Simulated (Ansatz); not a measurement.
The calculation used Ansatz, DFT PBE, scalar-relativistic, plane waves, PAW. All cells share a 420 eV cutoff and Γ-centred k meshes spaced at most about 0.3 Å⁻¹ (about 0.25 or finer for metals, 2π included). Collinear spin in cells that started with moments and kept them past the coarse steps, no spin elsewhere.

Temperature and zero-point effects are left out.

Two forms of CoH4 were relaxed alike.

1. (site moments Co 1.0 μB) Space group P4/mmm (No. 123), tetragonal, a = 2.954 Å, c = 2.678 Å. Co has 8 H at 1.99 Å and 8 H at 2.13 Å; around H on a site of symmetry 4mm lie 1 H at 0.81 Å, 4 H at 1.75 Å, 1 H at 1.87 Å, 4 Co at 2.13 Å and 4 H at 2.28 Å; H on a site of symmetry mmm is surrounded by 4 H at 1.75 Å, 4 Co at 1.99 Å, 4 H at 2.09 Å and 4 H at 2.28 Å.

2. (no spin) Space group P6/mmm (No. 191), hexagonal, a = 3.295 Å, c = 3.124 Å. Co is surrounded by 8 H at 1.56–1.65 Å; around H on a site of symmetry mmm lie 2 Co at 1.65 Å and 4 H at 1.65 Å; H on a site of symmetry 6/mmm is surrounded by 2 Co at 1.56 Å.

Question: Which form is favoured at zero pressure, and by what margin per atom?

Answer: Cell 2 is lower, by 206 meV/atom. Cell 1 has space group P4/mmm (No. 123), 4.7 Å³/atom and no gap on its mesh; cell 2 has space group P6/mmm (No. 191), 5.9 Å³/atom and no gap. Counting H atoms around Co (those within 1.25 times the shortest such distance or 1.15 times the sum of covalent radii), cell 1 has Co 16 and cell 2 has Co 8. Cell 1 holds H–H pairs (shortest 0.81 Å); in cell 2 the shortest H–H distance is 1.65 Å. Their magnetic states differ too. The lower one is the more open, so pressure narrows the difference. Even the lower one lies +0.43 eV/atom against the reference forms of the elements (uncorrected), so neither is stable at this level. Both come from invented guesses. A third cell relaxed alike, in P-1, lies 270 meV/atom below the lower of the two.

With hydrogen, zero-point motion can shift such differences by 10 meV/atom or more. The magnetic state reached may not be the lowest. Trial moments died out on the coarse mesh in P6/mmm; another magnetic start might hold. Cells relaxed within their symmetry can be saddle points. Some structure types and database cells were kept out of the candidates from the start, so a known form may be missing.
